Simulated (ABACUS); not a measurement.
Worked example: self-consistent single point of CoGe (C2/m, 8 atoms in the cell; from Materials Project mp-21237, changed as shown) in ABACUS.

All values come from this method and carry its errors: PBEsol, numerical atomic orbitals DZP (confined pseudo-atomic orbitals with Gaussian additions; energy shift 0.01 Ry), PseudoDojo 0.4 standard norm-conserving PBEsol (tails mended) pseudopotentials run with ABACUS.

The change in words: volume scaled by 1.04. Reference geometry (C2/m):
```yaml
crystal:
  lattice:
    - [5.81294, -1.85516, 0.00000]
    - [5.81294, 1.85516, 0.00000]
    - [-0.80375, 0.00000, 4.80525]
  atoms:
    - { symbol: Co, position: [0.00000, 0.00000, 0.00000] }
    - { symbol: Co, position: [0.00000, 0.00000, 0.50000] }
    - { symbol: Co, position: [0.80445, 0.80445, 0.67456] }
    - { symbol: Co, position: [0.19555, 0.19555, 0.32544] }
    - { symbol: Ge, position: [0.81633, 0.81633, 0.18170] }
    - { symbol: Ge, position: [0.18367, 0.18367, 0.81830] }
    - { symbol: Ge, position: [0.56984, 0.56984, 0.28241] }
    - { symbol: Ge, position: [0.43016, 0.43016, 0.71759] }
```

Reference input (self-consistent single point, DFT, PBEsol, numerical atomic orbitals DZP (confined pseudo-atomic orbitals with Gaussian additions; energy shift 0.01 Ry), PseudoDojo 0.4 standard norm-conserving PBEsol (tails mended) pseudopotentials): basis = DZP numerical atomic orbitals, energy shift 0.01 Ry; KPT = Gamma 5 5 3 0 0 0; basis_type = lcao; ecutwfc = 100 Ry; smearing_method = fd; smearing_sigma = 0.00367493 Ry; potentials = PseudoDojo 0.4 standard norm-conserving PBEsol (tails mended); symmetry = 1; symmetry_prec = 1e-05; ks_solver = scalapack_gvx; scf_nmax = 100; scf_thr = 1.0e-07. This run's input differs from it in these lines:

```diff
@@ -33,5 +33,5 @@
 LATTICE_VECTORS
-  10.9848551303   -3.5057537660    0.0000000000
-  10.9848551303    3.5057537660    0.0000000000
-  -1.5188730418    0.0000000000    9.0806140193
+  11.1294040610   -3.5518857601    0.0000000000
+  11.1294040610    3.5518857601    0.0000000000
+  -1.5388606751    0.0000000000    9.2001051816
 
@@ -44,5 +44,5 @@
    0.0000000000    0.0000000000    0.0000000000
-  -0.4018765000    0.0000000000    2.4026270000
-   8.8102514978   -0.0000000000    3.2414321382
-   2.0118655022   -0.0000000000    1.5638218618
+  -0.4071650000    0.0000000000    2.4342430000
+   8.9261846555   -0.0000000000    3.2840859162
+   2.0383393445    0.0000000000    1.5844000838
 
@@ -51,6 +51,6 @@
 4
-   9.3445045370   -0.0000000000    0.8731146518
-   1.4776124630    0.0000000000    3.9321393482
-   6.3978978761    0.0000000000    1.3570517821
-   4.4242191239    0.0000000000    3.4482022179
+   9.4674681248    0.0000000000    0.8846039062
+   1.4970558752    0.0000000000    3.9838820938
+   6.4820872281    0.0000000000    1.3749091313
+   4.4824367719   -0.0000000000    3.4935768687
 # file: KPT
```

The program printed (abridged):

```
 SELF-CONSISTENT
 -------------------------------------------

                  longest orb rcut (Bohr) = 7
   longest nonlocal projector rcut (Bohr) = 1.94
                     search radius (Bohr) = 17.9

                          real space grid = [ 75, 75, 60 ]

                                 init_chg = atomic

 LCAO ALGORITHM --------------- ION=   1  ELEC=   1--------------------------------

 Density error is 0.0591711090259
 E_KohnSham     -1934.7587283742     -26323.7429611229
 E_Fermi        1.1089234365         15.0876773816

 LCAO ALGORITHM --------------- ION=   1  ELEC=   2--------------------------------

   [... lines left out ...]

   [... 11 blocks of this kind left out ...]

 LCAO ALGORITHM --------------- ION=   1  ELEC=  14--------------------------------

 Density error is 2.68734856042e-07
 E_KohnSham     -1936.2971745236     -26344.6745948211
 E_Fermi        1.1879698812         16.1631594361

 LCAO ALGORITHM --------------- ION=   1  ELEC=  15--------------------------------

 Density error is 8.50096196193e-08
 E_KohnSham     -1936.2971745237     -26344.6745948221
 E_KS(sigma->0) -1936.2955692168     -26344.6527535024
 E_entropy(-TS) -0.0032106136        -0.0436826395
 E_Fermi        1.1879694896         16.1631541087
 charge density convergence is achieved
 final etot is -26344.674595 eV
 EFERMI = 16.163154109 eV

 STATE ENERGY(eV) AND OCCUPATIONS    NSPIN == 1
   [... 72 lines left out ...]

 TOTAL-FORCE (eV/Angstrom)
                       Co1         0.0000000000         0.0000000000         0.0000000000
                       Co2         0.0000000000         0.0000000000         0.0000000000
                       Co3        -0.0198508216         0.0000000000        -0.0916404220
                       Co4         0.0198508216         0.0000000000         0.0916404220
                       Ge1         0.1580804305         0.0000000000         0.0408056983
                       Ge2        -0.1580804305         0.0000000000        -0.0408056983
                       Ge3        -0.2582071153         0.0000000000        -0.1405787380
   [... lines left out ...]

 TOTAL-STRESS (KBAR)
       -66.4862629120        -0.0000000000         2.5532676211
         0.0000000000       -40.1816043417         0.0000000000
         2.5532676211         0.0000000000       -65.1042240386
 TOTAL-PRESSURE: -57.257364 KBAR

 --------------------------------------------
 !FINAL_ETOT_IS -26344.6745948221141589 eV
 --------------------------------------------
```

The run converged in 15 iterations. Against the reference run the free energy goes up by 7.9 meV/atom, the pressure goes from 1.06 to -5.73 GPa and the largest force goes from 0.304 to 0.294 eV/Å.

The atom-centred basis is finite, which shifts total energies, pressures and forces against plane waves. The run has no spin polarisation, so moments on Co cannot form. The structure comes from a collection of computed structures, made at another level of theory; the collection holds predicted forms beside known ones. No clean gap shows at this smearing width and mesh (spacing up to 0.43 Å⁻¹); the mesh is coarse for partly filled bands, so the values carry mesh errors.

Cost on one core: very roughly 4 core-minutes.

The atomic orbitals were generated for these runs; they are not ABACUS's published sets and were checked against plane waves on a few crystals only.

“Tails mended”: in these copies of the files the far tail of each local potential was reset to the Coulomb form.
